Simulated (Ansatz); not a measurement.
## Equation of state of barium, fcc

These are results of DFT, LDA (PW92), plane waves (420 eV) with PAW, scalar-relativistic in Ansatz 0.2.0, not measurements. The PAW files were generated under PBE, with cores re-solved for the functional.

The cell is scaled uniformly from the relaxed one, with fractional coordinates and shape fixed. Energies are extrapolated to zero smearing, pressures are those at the given smearing. Magnetic state: spin not included.

| V (Å³/atom) | E − E₀ (meV/atom) | P (GPa) |
| --- | --- | --- |
| 47.252 | 22.2 | 1.30 |
| 49.400 | 8.7 | 0.81 |
| 51.547 | 1.6 | 0.37 |
| 53.695 | 0.1 | -0.02 |
| 55.843 | 3.3 | -0.35 |
| 57.991 | 10.6 | -0.64 |
| 60.139 | 21.3 | -0.89 |

(1) Fit a third-order Birch-Murnaghan equation.

Results:

(1) V₀ = 53.26 Å³/atom, B₀ = 9.0 GPa, B₀′ = 2.9.
